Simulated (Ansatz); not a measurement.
BN (zinc blende, space group No. 216) under volume change, PBEsol in the plane-wave PAW code Ansatz, scaled uniformly.

```json
[
 {"V (Å³/atom)": "5.330", "E − E(relaxed) (meV/atom)": "65.9", "P (GPa)": "43.09"},
 {"V (Å³/atom)": "5.505", "E − E(relaxed) (meV/atom)": "27.9", "P (GPa)": "26.65"},
 {"V (Å³/atom)": "5.681", "E − E(relaxed) (meV/atom)": "6.7", "P (GPa)": "12.39"},
 {"V (Å³/atom)": "5.857", "E − E(relaxed) (meV/atom)": "0.0", "P (GPa)": "-0.01"},
 {"V (Å³/atom)": "6.033", "E − E(relaxed) (meV/atom)": "6.1", "P (GPa)": "-10.78"},
 {"V (Å³/atom)": "6.208", "E − E(relaxed) (meV/atom)": "23.1", "P (GPa)": "-20.15"},
 {"V (Å³/atom)": "6.384", "E − E(relaxed) (meV/atom)": "49.8", "P (GPa)": "-28.30"}
]
```

What does a third-order Birch–Murnaghan fit give for V₀, B₀ and B′?

V₀ = 5.86 Å³/atom, B₀ = 385 GPa, B′ = 3.7.

Space group F-43m (zinc blende). Symmetry was held in the PBEsol relaxation.

Potentials: the earlier of the program's two PAW sets.
